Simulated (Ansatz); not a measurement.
Starting cell, MgH$_{2}$ (rutile):

```
MgH2
1.0
    4.51729     0.00000     0.00000
    0.00000     4.51729     0.00000
    0.00000     0.00000     3.01286
Mg H
2 4
Direct
  0.00000   0.00000   0.00000
  0.50000   0.50000   0.50000
  0.30441   0.30441   0.00000
  0.80441   0.19559   0.50000
  0.19559   0.80441   0.50000
  0.69559   0.69559   0.00000
```

In each cell atom 5 (H, nearest neighbour Mg at 1.945 Å; its periodic images, 3.0 Å or more away, move with it) moves by s·(1.000, 0.000, 0.000) (along Cartesian x), the rest being held.

Computed with PBE (plane waves to 420 eV, PAW, scalar-relativistic; Ansatz, a quantum-chemistry and plane-wave program). k mesh 6×6×9 (Γ-centred), Fermi-Dirac smearing 0.05 eV. E stands for the smeared free energy. MgH2 was relaxed with its symmetry unable to fall. The zero of ΔE is the undisplaced structure.

```
s (Å)   ΔE (meV/cell)
------  -------------
-0.580            480
-0.464            324
-0.348            191
-0.232             89
-0.116             23
0.000               0
0.116              25
0.232             101
0.348             232
0.464             418
0.580             658
```

Question: What force constant k = d²E/ds² at s = 0 does the table give?

Answer: 3.6 eV/Å². It is the second difference of the nearest points, corrected with the next pair.

Question: With k = 3.56 eV/Å² from the forces, is the well harmonic out to s = 0.580 Å?

Answer: ½ks² = 598 meV/cell against the computed 658 meV/cell, so the well is stiffer than harmonic there.

(A displaced cell: forces are minus the slopes of the energy, force constants its curvatures, and phonons follow from these.)
